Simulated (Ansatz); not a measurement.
Ti3AlC:
```
Ti3AlC
1.0
    4.14027     0.00000     0.00000
    0.00000     4.14027     0.00000
    0.00000     0.00000     4.14027
Ti Al C
3 1 1
Direct
  0.50000   0.50000   0.00000
  0.00000   0.50000   0.50000
  0.50000   0.00000   0.50000
  0.00000   0.00000   0.00000
  0.50000   0.50000   0.50000
```

Relaxed with PBEsol. Special points in fractions of this cell's reciprocal vectors: Γ (0.000, 0.000, 0.000); X (0.000, 0.500, 0.000); M (0.500, 0.500, 0.000); R (0.500, 0.500, 0.500).

Problem. List the band energies nearest the Fermi level at these points for DFT-PBEsol in the program Ansatz with PAW potentials.

Solution. In eV from the Fermi level; about four levels below and three above (degenerate sets whole), none deeper than 8.9 eV; points with the same levels are listed once.

```
k                          below                above
-  -----------------------------  -------------------
Γ  -1.85 -1.85 -1.57 -1.57 -1.57       1.42 1.42 1.42
X        -1.55 -1.55 -1.09 -0.58  0.69 0.70 1.53 1.53
M        -3.28 -2.34 -2.34 -1.63  0.12 0.12 0.46 0.46
R        -5.20 -1.51 -1.51 -1.51       0.07 0.07 0.07
```

Space group Pm-3m (anti-perovskite). The first step of the workflow began from a Materials Project structure, measured or hypothetical; the Crystallography Open Database copy checked does not list it. Its standing as an ambient phase is unchecked. Symmetry was held in the PBEsol relaxation; of distortions, only those at the zone centre were tested. No spin polarisation was allowed.

Potentials: the later of the program's two PAW sets.
